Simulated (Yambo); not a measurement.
# Optical response of NaF

```
CELL_PARAMETERS angstrom
      0.00000     2.31367     2.31367
      2.31367     0.00000     2.31367
      2.31367     2.31367     0.00000
ATOMIC_POSITIONS crystal
  F  0.50000 0.50000 0.50000
  Na 0.00000 0.00000 0.00000
```

Yambo, RPA with local fields on PBEsol bands; 16×16×16 mesh, 21 bands, 4 Ry local-field block, 0.2 eV broadening; field along x.

| E (eV) | Im ε | Re ε | Im ε, independent particles |
|---|---|---|---|
| 0.0 | 0.00 | 1.81 | 0.00 |
| 0.4 | 0.00 | 1.81 | 0.00 |
| 0.8 | 0.00 | 1.81 | 0.00 |
| 1.1 | 0.00 | 1.81 | 0.00 |
| 1.5 | 0.00 | 1.82 | 0.00 |
| 1.9 | 0.00 | 1.83 | 0.00 |
| 2.2 | 0.01 | 1.84 | 0.01 |
| 2.6 | 0.01 | 1.85 | 0.01 |
| 3.0 | 0.01 | 1.86 | 0.01 |
| 3.4 | 0.01 | 1.88 | 0.01 |
| 3.8 | 0.01 | 1.90 | 0.01 |
| 4.1 | 0.01 | 1.92 | 0.02 |
| 4.5 | 0.02 | 1.95 | 0.02 |
| 4.9 | 0.02 | 1.99 | 0.02 |
| 5.2 | 0.03 | 2.04 | 0.03 |
| 5.6 | 0.05 | 2.11 | 0.05 |
| 6.0 | 0.09 | 2.22 | 0.09 |
| 6.4 | 0.26 | 2.33 | 0.27 |
| 6.8 | 0.44 | 2.29 | 0.46 |
| 7.1 | 0.55 | 2.24 | 0.57 |
| 7.5 | 0.59 | 2.15 | 0.61 |
| 7.9 | 0.69 | 2.07 | 0.72 |
| 8.2 | 0.64 | 2.07 | 0.67 |
| 8.6 | 0.76 | 1.95 | 0.79 |
| 9.0 | 0.73 | 1.98 | 0.77 |
| 9.4 | 0.83 | 1.91 | 0.87 |
| 9.8 | 0.79 | 1.90 | 0.83 |
| 10.1 | 0.91 | 1.86 | 0.97 |
| 10.5 | 0.88 | 1.83 | 0.94 |
| 10.9 | 1.07 | 1.73 | 1.15 |
| 11.2 | 1.00 | 1.58 | 1.07 |
| 11.6 | 0.90 | 1.44 | 0.97 |
| 12.0 | 0.82 | 1.43 | 0.90 |
| 12.4 | 0.70 | 1.48 | 0.79 |
| 12.8 | 0.66 | 1.57 | 0.78 |
| 13.1 | 0.74 | 1.78 | 0.94 |
| 13.5 | 1.11 | 1.94 | 1.50 |
| 13.9 | 1.50 | 1.42 | 1.77 |
| 14.2 | 1.24 | 1.01 | 1.34 |
| 14.6 | 0.98 | 0.97 | 1.06 |
| 15.0 | 0.82 | 0.98 | 0.90 |
| 15.4 | 0.76 | 1.04 | 0.86 |
| 15.8 | 0.70 | 1.10 | 0.82 |
| 16.1 | 0.70 | 1.11 | 0.83 |
| 16.5 | 0.68 | 1.09 | 0.81 |
| 16.9 | 0.66 | 1.07 | 0.78 |
| 17.2 | 0.63 | 1.11 | 0.76 |
| 17.6 | 0.62 | 1.12 | 0.75 |
| 18.0 | 0.60 | 1.17 | 0.74 |
| 18.4 | 0.63 | 1.20 | 0.78 |
| 18.8 | 0.65 | 1.25 | 0.83 |
| 19.1 | 0.82 | 1.32 | 1.08 |
| 19.5 | 0.89 | 1.19 | 1.10 |
| 19.9 | 0.99 | 1.12 | 1.18 |

Structure narrower than a few tenths of an eV can come from the finite k mesh. Convergence of the RPA response with its 16×16×16 mesh was not tested. No excitonic effects at this level.

Geometry relaxed with PBEsol.
